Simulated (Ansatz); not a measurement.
Single point in Ansatz 0.2.0 with PBE, no spin polarisation. Cutoff 420 eV, PAW datasets, 8×8×7 Γ-centred k mesh, cold filling (width 0.2894 eV).

Computed maps in the lattice plane spanned by b (left to right, 5.04 Å, 15 points from zero) and c (bottom to top, 5.26 Å, 16 points from zero), 90° apart, at height 0.333 along a. The fields are smooth PAW ones with compensation charges, not the true ones near nuclei.

Valence density. Digits on a logarithmic scale: 0 up to 0.03 e/Å³, each further digit a factor of 1.6, 9 from 1.3 e/Å³ up:
```
334677764334444
323455543234444
222333332223443
222233322223333
223344433222332
334444444333333
344443444433333
344433344433333
344432344433333
334544454332222
235677765322112
235788875321111
246899986421111
346884886432222
346885886433333
346788876433443
```

ELF. Ten even steps from '0' (0.00) to '9' (0.89):
```
016999996101221
102688862012332
100123210012332
101122211012332
124677764212222
358998998533333
689920299865445
788505058876666
666103016666666
344310134434444
135788875311111
137999997310000
158986898510000
159930399510000
049940499400000
038998998300110
```

**Question.** The cell is SrAl2S2. Which atoms lie within 0.2 Å of this plane, and where (fractions of b and c)?

**Answer.** S at (0.33, 0.10), Al at (0.33, 0.46). The whole cell:
```xyz
5
Lattice="2.5206 4.3659 0.0000 -2.5206 4.3659 0.0000 0.0000 0.0000 5.2597" Properties=species:S:1:pos:R:3 pbc="T T T"
S    -0.0003    2.9107    0.5133
S     0.0003    5.8210    4.7464
Al   -0.0003    2.9107    2.4137
Al    0.0003    5.8210    2.8460
Sr    0.0000    0.0000    0.0000
```

Origin: a known structure type with other elements, at an estimated volume, so it need not be a known compound. Caveats: atoms or cell far from equilibrium; wide smearing.
